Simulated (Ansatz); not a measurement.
NbAg:
Space group Pmma (No. 51); a = 4.711 Å, b = 2.739 Å, c = 5.236 Å, α = β = γ = 90.00°

```csv
atom,site,symmetry,x,y,z
Ag,2e,mm2,0.7500,0.0000,0.1471
Nb,2f,mm2,0.2500,0.5000,0.3502
```

Relaxed at zero pressure with PBEsol (plane waves, PAW; program Ansatz).

### Question
The volume is raised by 3 % and shape and atoms relax at that volume. What pressure results, and how do the axes share the change?

### Answer
-4.5 GPa; a 1.0 %, b 0.9 %, c 1.1 %; the energy rises by 7 meV/atom.

### Question
Give the new structure.

### Answer

Space group Pmma (No. 51); a = 4.7564 Å, b = 2.7642 Å, c = 5.2928 Å, α = 90.00°, β = 90.00°, γ = 90.00°

```json
[
 {"atom": "Ag", "site": "2e", "symmetry": "mm2", "x": "0.7500", "y": "0.0000", "z": "0.1471"},
 {"atom": "Nb", "site": "2f", "symmetry": "mm2", "x": "0.2500", "y": "0.5000", "z": "0.3512"}
]
```

The phase is kept; no other phase was compared at this pressure.

The start of the workflow was typed in or built on a structure type; neither database checked (COD, Materials Project) lists it. Whether it is the stable phase at ambient conditions was not checked. The PBEsol relaxation kept the symmetry of its start; phonons show weakly imaginary modes. No spin polarisation was allowed. Its formation energy is positive at this level, so the cell may be metastable or incomplete. Axis ratios of metals converge slowly with the k-mesh, so a and c are less sure than the volume.

Potentials: the later of the program's two PAW sets.
